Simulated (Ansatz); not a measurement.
A geometry of TiAl3 away from equilibrium: step 2 of the relaxation of a relaxed TiAl3 cell, doubled along one cell vector, shaken by Gaussian noise of σ = 0.08 Å a coordinate. Method: r2SCAN (plane waves to 500 eV, PAW, scalar-relativistic; Ansatz, a first-principles code). Γ-centred k-mesh 5×9×9 on the run's cell (coarser than for final values), Fermi–Dirac smearing 0.05 eV. The plane waves were selected for a different cell earlier on the path.

```
CELL_PARAMETERS angstrom
     -5.33000     5.37517     5.31928
      2.68845    -2.68380     2.67930
      2.67431     2.69311    -2.65585
ATOMIC_POSITIONS crystal
  Al 0.98375 0.49030 0.47332
  Al 0.48919 0.46866 0.46378
  Al 0.23868 0.49741 0.98963
  Al 0.73865 0.46027 0.93770
  Al 0.25391 0.99747 0.51964
  Al 0.75484 0.94754 0.48545
  Ti 0.01164 0.00138 0.01548
  Ti 0.50697 0.97060 0.98579
```

Q: Give the Cartesian forces on all atoms (eV/Å).

A: 
```
atom     Fx     Fy     Fz
----  -----  -----  -----
Al1    0.23  -0.45  -0.23
Al2   -0.39  -0.69  -0.24
Al3    0.27  -0.57   0.52
Al4   -0.31  -0.42   0.29
Al5    0.29   0.53  -0.13
Al6   -0.41   0.27   0.04
Ti7    0.23   0.64  -0.24
Ti8    0.10   0.69   0.00
```

The path ends in I4/mmm (No. 139) (AFLOW prototype A3B_tI8_139_bd_a (D0_22, as in TiAl3)). No spin polarisation in the result.

Of the parent cell (Im-3m (No. 229)): it is a generated cell of TiAl3: the first start was made by placing the elements on the sites of a structure type, and the end was not matched to a known phase here, so it may be hypothetical. Known forms of TiAl3 include space group No. 139.

The first start was generated by placing the elements on the sites of a structure type. Materials Project lists a structure of TiAl3 in the same space group, I4/mmm (No. 139); the sites were not compared with it, nor with measured phases.
